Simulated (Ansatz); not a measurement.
## Is this Ni result the lowest state?

We look at Ni: an experimental structure (space group Fm-3m, primitive cell doubled), with 2 atoms per cell. The computed pressure is over 10 GPa in size, so the cell is far from the computed equilibrium volume. Source: COD entry 4320510; the sample's temperature and pressure aren't taken into account, and it need not be the stable phase.

Level of theory: DFT, PBEsol, PAW, plane waves, scalar-relativistic in Ansatz development build ahead of 0.2.0.

```yaml
crystal:
  lattice:
    - [0.0, 3.53974, 3.53974]
    - [1.76987, 0.0, 1.76987]
    - [1.76987, 1.76987, 0.0]
  atoms:
    - { symbol: Ni, position: [0.0, 0.0, 0.0], spin: 2.0 }
    - { symbol: Ni, position: [0.5, 0.0, 0.0], spin: -2.0 }
magnetization:
  spin_polarized: true
hamiltonian:
  xc: pbesol
  pseudopotentials: { kind: paw }
basis:
  ecutwfc: 420
kpoints:
  mp_grid: { grid: [7, 13, 13] }
scf:
  occupations: { method: fermi_dirac, width: 0.05 }
  lower_state_search: "off"
output:
  forces: true
  stress: true
  write_density: true
  write_potential: true
  elf: true
  volumetric_format: npy
```

The run was started with:
```sh
ansatz run input.yaml --threads 2 --pin off --max-ram 5120MiB --backend cpu --events-out ev --progress --plain --runs-dir out
```

Time: 12 s on 2 threads of Intel(R) Xeon(R) Platinum 8375C CPU @ 2.90GHz (Ice Lake), on a shared host, peak memory 0.56 GiB.

The end of the output:

```
SCF converged after 13 iterations
Magnetization: 0.0000 μB (18.0000 up, 18.0000 down)
Absolute magnetization: 0.5809 μB (∫|ρ↑−ρ↓|, with the PAW one-centre terms)
Spin contamination: 0.1813 ħ² per cell (⟨S²⟩ above its minimum at these occupations)
Per-site moments (μB) at R_I (Å): [(0.2840, 1.0324), (-0.2840, 1.0324)]
Free energy (F): -11609.796510 eV
Harris-Foulkes:  -11609.796510 eV  (|F-HF|=2.28e-9)
Internal energy: -11609.744866 eV  (E = F + TS)
E sigma→0 (E₀):  -11609.770688 eV
Entropy (-TS):   -0.051644 eV (-25.822 meV/atom)
Fermi energy:    17.398509 eV
--- Forces (eV/Å), atoms counted from 1 ---
  atom   1  Ni     0.00000000     0.00000000     0.00000000
  atom   2  Ni     0.00000000     0.00000000     0.00000000
--- Stress (GPa, compression-positive) ---
      -13.650417      -0.312055      -0.312055
       -0.312059     -13.510764       0.263734
       -0.312059       0.263734     -13.510764
  P = ⅓ Tr σ = -13.5573 GPa (-135.573 kbar)
```

The mesh has less symmetry than the lattice, which lowers the symmetry of the run.

A small moment in a metal is sensitive to the mesh and the smearing.

Site moments are taken inside atomic spheres and don't add up to the total.

Question: Would you trust this as the ground state? If a lower solution is known, describe it.

Answer: No. A state 52.4 meV/atom (0.105 eV per cell) lower exists in this cell: ferromagnetic, site moments Ni1 0.66, Ni2 0.66 μB, total 1.25 μB per cell, no gap on the k-mesh. It was reached from: parallel moments, default search for lower states [Ni1 2.00, Ni2 2.00 μB]; parallel moments scaled by 0.2, plain SCF [Ni1 0.40, Ni2 0.40 μB]. States within about 5 meV/atom are too close for this mesh, smearing and search to settle their order. This multiple of the primitive cell fits some opposed orders; other multiples fit others. “Lowest” means lowest among the runs made in this cell.
